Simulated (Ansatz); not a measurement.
TiPt:
```
CELL_PARAMETERS angstrom
      3.14100     0.00000     0.00000
      0.00000     3.14100     0.00000
      0.00000     0.00000     3.14100
ATOMIC_POSITIONS crystal
  Pt 0.00000 0.00000 0.00000
  Ti 0.50000 0.50000 0.50000
```

Relaxed with PBEsol. Special points in fractions of this cell's reciprocal vectors: Γ (0.000, 0.000, 0.000); X (0.000, 0.500, 0.000); M (0.500, 0.500, 0.000); R (0.500, 0.500, 0.500).

List the band energies nearest the Fermi level at these points for PBEsol (plane waves, PAW; program Ansatz).

In eV from the Fermi level; about four levels below and three above (degenerate sets whole), none deeper than 8.9 eV; points with the same levels are listed once.

| k | below | above |
|---|---|---|
| Γ | -5.93 -5.93 -3.11 -3.11 -3.11 | 0.67 0.67 2.37 2.37 2.37 |
| X | -3.53 -3.53 -2.52 -1.14 -0.69 | 0.15 0.15 1.42 |
| M | -4.40 -4.40 -1.51 -0.87 | 0.01 0.01 1.08 |
| R | -2.09 -2.09 -2.09 -1.44 -1.44 | 2.34 2.34 4.12 |

Space group Pm-3m (CsCl type). The workflow started from an entry of the Crystallography Open Database (COD). Whether it is the stable phase at ambient conditions was not checked. The PBEsol relaxation kept the symmetry of its start. At this level the phase is mechanically unstable. No spin polarisation was allowed. Spin–orbit coupling is left out wherever it is not named.

Potentials: the later of the program's two PAW sets.
